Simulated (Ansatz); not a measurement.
Cd (hcp, Mg type)

```yaml
crystal:
  lattice:
    - [2.96202, 0.00000, 0.00000]
    - [-1.48101, 2.56519, 0.00000]
    - [0.00000, 0.00000, 5.79795]
  atoms:
    - { symbol: Cd, position: [0.33333, 0.66667, 0.75000] }
    - { symbol: Cd, position: [0.66667, 0.33333, 0.25000] }
```

Grid over V/V₀ and (c/a)/(c/a)₀, subscript 0 meaning the relaxed cell; the conventional c axis lies along z; no internal relaxation.

All values below come from r2SCAN (plane waves to 500 eV, PAW, scalar-relativistic; Ansatz, a program for electronic structure). k mesh 18×18×8 (Γ-centred), Fermi-Dirac smearing 0.05 eV. Compression counts positive. With partly filled bands, the response to shear is sensitive to the k mesh, so small differences along c/a are uncertain. Cd was relaxed with its symmetry unable to fall.

At one point of the scan the stress tensor (GPa) is:

```
    2.6      0.0      0.0
    0.0      2.6      0.0
    0.0      0.0     -1.1
```

Problem. Which point is it?
(A) V/V₀ = 0.960, (c/a)/(c/a)₀ = 1.080
(B) V/V₀ = 0.987, (c/a)/(c/a)₀ = 1.000
(C) V/V₀ = 1.013, (c/a)/(c/a)₀ = 1.080
(D) V/V₀ = 1.027, (c/a)/(c/a)₀ = 1.080

Solution. C, V/V₀ = 1.013, (c/a)/(c/a)₀ = 1.080

(Under strain, the slope of the energy per volume gives the stress and its curvature an elastic modulus.)
